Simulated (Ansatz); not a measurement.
Ansatz input

```yaml
crystal:
  lattice:
    - [1.9056841825, 0.0, 0.0]
    - [0.0, 1.9056841825, 0.0]
    - [0.0, 0.0, 1.9056841825]
  atoms:
    - { symbol: B, position: [0.0, 0.0, 0.0] }
hamiltonian:
  xc: blyp
  pseudopotentials:
    kind: paw
    azcp:
      B: "pseudopotentials/B.paw.azcp"
basis:
  ecutwfc: 420
  fft_grid_basis: typed
kpoints:
  mp_grid: { grid: [27, 27, 27], shift: [0, 0, 0] }
magnetization:
  spin_polarized: false
scf:
  occupations: { method: fermi_dirac, width: 0.1 }
output:
  write_density: true
  write_potential: true
  elf: true
  volumetric_format: npy
```

Terminal output

```
Engine: ansatz 0.2.0, x86_64-unknown-linux-gnu
Pseudopotentials: kind: paw
Pseudopotential: B, paw, valence charge 3, recommended cutoff 420 eV (normal) 
Functional definition: BLYP
  parameter beta = 0.0042
  parameter a = 0.04918
  parameter b = 0.132
  parameter c = 0.2533
  parameter d = 0.349
  exchange = b88_x(beta = beta)
  correlation = lyp_c(a = a, b = b, c = c, d = d)
Crystal: 1 atoms, lattice volume = 6.921 Å³
Basis set: ecut = 420 eV, 147 PW (Γ), exchange–correlation on 30×30×30 points (8 copies of the dense FFT grid, shifted against one another)
Bands: 6, of which v1, the nominal top of the filled ones, is band 2 counted from 1 (1 counted from 0)
Symmetry: 48 space group operations
Space group: Pm-3m (ITA 221), of the structure as read, at distance tolerance 1.9e-5 Å
k-points: 560 of 19683
Non-local potential: B, projectors of the file, l = 0: 2, l = 1: 2, l = 2: 1
PAW form: soft (Blöchl's): semilocal exchange-correlation on the pseudo side does not see the compensation charge
PAW frozen core: B, regenerated for the run's functional, and the local potential with it (the file was generated under x = pbe(κ = 0.804, μ = 0.2195149727645171), c = pbe(β = 0.06672455060314922))
PAW one-centre angular grid: B, 110 points (default); XC on 64 Gauss nodes
Initial density: superposition of atomic densities (neutral atoms: chi_scale 0, normalization atom), corrected by the library's trained network
Initial wavefunctions: pseudopotential atomic-orbital guess
Functional: x = b88, c = lyp
SCF iter   1: F=—  HF=-155.053912 eV  |F-HF|=—  |Δ(HF+E_count)|=         —  Δρ=1.18e-2  dr2=7.86e-3  ethr=1.77e-3  ⟨swp⟩=4.5  Hψ=25264  notcnv=0
SCF iter   2: F=—  HF=-155.052335 eV  |F-HF|=—  |Δ(HF+E_count)|=   1.58e-3  Δρ=5.17e-3  dr2=1.51e-3  ethr=2.62e-4  ⟨swp⟩=1.0  Hψ=7840  notcnv=0
SCF iter   3: F=—  HF=-155.052093 eV  |F-HF|=—  |Δ(HF+E_count)|=   2.41e-4  Δρ=2.58e-4  dr2=2.45e-6  ethr=5.03e-5  ⟨swp⟩=1.6  Hψ=3983  notcnv=0
SCF iter   4: F=—  HF=-155.052102 eV  |F-HF|=—  |Δ(HF+E_count)|=   8.31e-6  Δρ=2.98e-5  dr2=4.50e-8  ethr=8.18e-8  ⟨swp⟩=2.3  Hψ=4235  notcnv=0
iter 5 did not close the SCF: its close was put off for the readings that it lacked (scf_convergence_deferred on its scf_iter line)
SCF iter   5: F=-155.052102 eV  HF=-155.052102 eV  |F-HF|=3.75e-11  |Δ(HF+E_count)|=   1.64e-8  Δρ=2.05e-6  dr2=1.90e-10  ethr=1.50e-9  ⟨swp⟩=1.4  Hψ=3721  notcnv=0  defer=1
SCF iter   6: F=-155.052102 eV  HF=-155.052102 eV  |F-HF|=1.14e-13  |Δ(HF+E_count)|=  1.99e-12  Δρ=6.73e-8  dr2=9.22e-14  ethr=6.33e-12  ⟨swp⟩=1.7  Hψ=10736  notcnv=0
SCF 1 converged in 6 iterations: F = -155.052102 eV  dr2 = 9.22e-14
SCF converged after 6 iterations
Free energy (F): -155.052102 eV
Harris-Foulkes:  -155.052102 eV  (|F-HF|=1.14e-13)
Internal energy: -155.042221 eV  (E = F + TS)
E sigma→0 (E₀):  -155.047161 eV
Entropy (-TS):   -0.009881 eV (-9.881 meV/atom)
Fermi energy:    10.389025 eV
--- Per-component energies (eV) ---
  E_band       = 14.167864
  E_kinetic    = 46.643847
  E_local      = -8.953590  (includes V_loc(G=0)·N_el)
  E_nonlocal   = 12.962184
  E_hartree    = 1.210180
  E_xc         = -30.468419
  E_vxc        = -35.990513  (∫ρ·V_xc dr)
  E_paw        = -79.961413  (= ΣΔE_a)
  E_vpaw       = -2.914421  (= ΣTr[D̂ρ^β])
  E_aug_tail   = -0.000004  (compensation charges beyond the density's cutoff)
  E_ewald      = -96.475771
  E_core_change = 0.000764  (= ΣΔE_core)
  E_smearing   = -0.009881  (= −TS)
  E_closure    = 0.000000  (closes the sum)
  Σ components = -155.052102   (vs F -155.052102, Δ=0.00e0)
--- Band table (eV; the first three rows and the last of 560) ---
  k-point 0: bands = ["-4.8680", "23.4386", "23.4386", "23.4386", "34.1748", "34.1748"]
  k-point 1: bands = ["-4.8225", "22.9664", "23.4756", "23.4756", "34.2274", "34.7016"]
  k-point 2: bands = ["-4.6860", "21.7604", "23.5866", "23.5866", "34.3859", "36.0545"]
  k-point 559: bands = ["13.3748", "13.5297", "13.5297", "27.0109", "27.1541", "27.2775"]
```
